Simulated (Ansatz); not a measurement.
What DFT gives for YPd

```
CELL_PARAMETERS angstrom
3.66138 0.00000 0.00000
1.83069 -5.16964 0.00000
0.00000 0.00000 -4.45716
ATOMIC_POSITIONS crystal
Y 0.14000 0.72000 0.75000
Y 0.86000 0.28000 0.25000
Pd 0.41500 0.17000 0.75000
Pd 0.58500 0.83000 0.25000
```

Method: r2SCAN, no spin polarisation; PAW, plane waves to 500 eV, 7×7×6 Γ-centred mesh, cold occupations (width 0.0278 eV) (Ansatz 0.2.0), atoms fixed.

Metal or insulator?

It is a metal, with about 2.9 states/eV a cell as the mean within 0.25 eV of the Fermi level, mostly Y d (68 %).

Which atom feels the largest force, and which way?

The largest is on Y2 (and as large on other atoms): 0.16 eV/Å, components (0.00, 0.16, 0.00). It makes 180° with the line to a nearest neighbour, Pd4 at 2.84 Å, pointing away from it.

Is the cell too large or too small?

The pressure is 5.5 GPa (compression positive), so with the atoms held at these fractions the cell would first expand. The principal stresses 4.8, 5.8, 5.9 GPa differ, so its shape would change too.

What do density and ELF say about some of the short contacts?

Pd–Pd at 2.84 Å: least valence density 0.28 e/Å³ and ELF 0.23 there. Y–Pd at 2.84 Å: least valence density 0.25 e/Å³ and ELF 0.17 there. Both are smooth PAW fields, read partly inside the augmentation spheres.

Origin: a known structure type with other elements, at an estimated volume, so it need not be a known compound.
